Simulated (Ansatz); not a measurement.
Relaxation of a randomly generated symmetric cell of Ge (space group No. 186); 4 atoms in the cell, which starts as P6₃mc (No. 186), hP4; a = 4.0587 Å, b = 4.0587 Å, c = 6.3467 Å, α = 90.00°, β = 90.00°, γ = 120.00°. Method: PBEsol (plane waves to 420 eV, PAW, scalar-relativistic; Ansatz, a program for electronic structure). Γ-centred k-mesh 7×7×4 on the run's cell (coarser than for final values), Fermi–Dirac smearing 0.05 eV. This is the first round of the run. 

The optimiser's lines from the output (shortened; P is positive under compression):

```
relax step   1: F+E_penalty+E_count = -17012.70915866 eV  Δ(F+E_penalty+E_count) = +0.000e0 eV  max|allowed force component| = 3.226e-1 eV/Å  Δτ_max = 0.0000 Å  P = -2.092 GPa  Ω = 90.541 Å³  (9 SCF iters, dr2 threshold 1.00e-7 eV, accepted)
relax step   2: F+E_penalty+E_count = -17012.85801588 eV  Δ(F+E_penalty+E_count) = -1.489e-1 eV  max|allowed force component| = 3.491e-1 eV/Å  Δτ_max = 0.0905 Å  P = +1.288 GPa  Ω = 82.324 Å³  (6 SCF iters, dr2 threshold 4.00e-7 eV, accepted)
relax step   3: F+E_penalty+E_count = -17013.02232184 eV  Δ(F+E_penalty+E_count) = -1.643e-1 eV  max|allowed force component| = 5.251e-1 eV/Å  Δτ_max = 0.1201 Å  P = +1.955 GPa  Ω = 78.305 Å³  (6 SCF iters, dr2 threshold 4.00e-7 eV, accepted)
relax step   4: F+E_penalty+E_count = -17013.14196260 eV  Δ(F+E_penalty+E_count) = -1.196e-1 eV  max|allowed force component| = 2.509e-2 eV/Å  Δτ_max = 0.1573 Å  P = +4.950 GPa  Ω = 73.560 Å³  (7 SCF iters, dr2 threshold 4.00e-7 eV, accepted)
relax step   5: F+E_penalty+E_count = -17013.19504621 eV  Δ(F+E_penalty+E_count) = -5.308e-2 eV  max|allowed force component| = 4.755e-2 eV/Å  Δτ_max = 0.0092 Å  P = -1.506 GPa  Ω = 79.923 Å³  (6 SCF iters, dr2 threshold 4.00e-7 eV, accepted)
relax step   6: F+E_penalty+E_count = -17013.20613451 eV  Δ(F+E_penalty+E_count) = -1.109e-2 eV  max|allowed force component| = 5.706e-3 eV/Å  Δτ_max = 0.0151 Å  P = -0.232 GPa  Ω = 78.256 Å³  (6 SCF iters, dr2 threshold 4.00e-7 eV, accepted)
relax step   7: F+E_penalty+E_count = -17013.20661390 eV  Δ(F+E_penalty+E_count) = -4.794e-4 eV  max|allowed force component| = 1.196e-3 eV/Å  Δτ_max = 0.0011 Å  P = +0.121 GPa  Ω = 77.971 Å³  (5 SCF iters, dr2 threshold 4.00e-7 eV, accepted)
relax step   8: F+E_penalty+E_count = -17013.20671678 eV  Δ(F+E_penalty+E_count) = -1.029e-4 eV  max|allowed force component| = 1.789e-4 eV/Å  Δτ_max = 0.0002 Å  P = +0.002 GPa  Ω = 78.070 Å³  (4 SCF iters, dr2 threshold 1.89e-7 eV, accepted)
relax step   9: F+E_penalty+E_count = -17013.20497308 eV  Δ(F+E_penalty+E_count) = +1.744e-3 eV  max|allowed force component| = 1.810e-4 eV/Å  Δτ_max = 0.0000 Å  P = -0.004 GPa  Ω = 78.070 Å³  stress off target by 7.52e-3 GPa  SCF on the basis re-selected at this cell (its energy is not comparable with the rows above)  (8 SCF iters)
```

From the first to the last row the energy changes by -0.12 eV/atom and the volume by -13.8 %. The last row is marked as not comparable with the walk above it, whose basis was carried along; it does compare with step 1, since both stand on a basis selected at the nominal cutoff for their own cell.

Later rounds, restarted from the end of this one on a renewed k-mesh, logged 5 more steps. The final structure after all rounds: P6₃/mmc (No. 194), hP4; a = b = 3.8091 Å, c = 6.2234 Å, α = β = 90.00°, γ = 120.00°. Between re-selections the logged energies stand on a plane-wave basis carried along with the cell. No spin polarisation in the result.

The run could not lose the symmetry of its start: the end is stationary, and may be a saddle point rather than a minimum.

The relaxed structure here is a generated cell of Ge: the first start was made by a random draw of sites in a space group, and the end was not matched to a known phase here, so it may be hypothetical. Known forms of Ge include space group No. 227.
